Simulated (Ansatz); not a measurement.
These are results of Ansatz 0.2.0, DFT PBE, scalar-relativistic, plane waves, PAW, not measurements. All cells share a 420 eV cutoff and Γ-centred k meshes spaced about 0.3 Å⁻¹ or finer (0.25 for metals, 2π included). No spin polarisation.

Temperature and zero-point effects are left out.

Two forms of HfBr3F2 were relaxed alike.

1.

Space group P4/mmm (No. 123). a = 4.151 Å, b = 4.151 Å, c = 11.201 Å, α = 90.00°, β = 90.00°, γ = 90.00°
| atom | site | symmetry | x | y | z |
| --- | --- | --- | --- | --- | --- |
| Hf | 1a | 4/mmm | 0.0000 | 0.0000 | 0.0000 |
| Br | 2g | 4mm | 0.0000 | 0.0000 | 0.7752 |
| Br | 1d | 4/mmm | 0.5000 | 0.5000 | 0.5000 |
| F | 2f | mmm. | 0.0000 | 0.5000 | 0.0000 |

2.

Space group Imm2 (No. 44). a = 4.178 Å, b = 9.608 Å, c = 8.591 Å, α = 90.00°, β = 90.00°, γ = 90.00°
```json
{"atom": "Hf", "site": "2a", "symmetry": "mm2", "x": "0.5000", "y": "0.5000", "z": "0.4789"}
{"atom": "Br", "site": "2a", "symmetry": "mm2", "x": "0.5000", "y": "0.5000", "z": "0.7924"}
{"atom": "Br", "site": "4d", "symmetry": "m..", "x": "0.0000", "y": "0.7356", "z": "0.0355"}
{"atom": "F", "site": "2a", "symmetry": "mm2", "x": "0.5000", "y": "0.5000", "z": "0.2579"}
{"atom": "F", "site": "2b", "symmetry": "mm2", "x": "0.0000", "y": "0.5000", "z": "0.4768"}
```

Question: Which form is favoured at zero pressure, and by what margin per atom?

Answer: Cell 2 is lower, by 81 meV/atom. Cell 1 has space group P4/mmm (No. 123), 32.2 Å³/atom and no gap on its mesh; cell 2 has space group Imm2 (No. 44), 28.7 Å³/atom and no gap. Counting Br or F atoms around Hf (for each partner element, those within 1.25 times its shortest distance or 1.15 times the sum of covalent radii, where it is the nearest in units of that sum or under 1.3), cell 1 and cell 2 both have Hf 6. Both come from trial cells of a structure search, whose lowest cell (P-1, 36.5 Å³/atom) lies 111 meV/atom below the lower of the two.

Weakly bound directions are ill-defined at this level, which has no dispersion term (P4/mmm, Imm2), and this can change margins and order among such cells. Spin–orbit coupling, which can matter for Hf, is left out. In P4/mmm, Imm2 an odd number of electrons in the primitive cell allows no gap without spin; a larger cell or a magnetic state could open one. A magnetic state wasn't ruled out in cells without spin, among them P4/mmm, Imm2. Cells relaxed within their symmetry can be saddle points. Some candidate types were left out of the draw beforehand, so a known form may be missing.
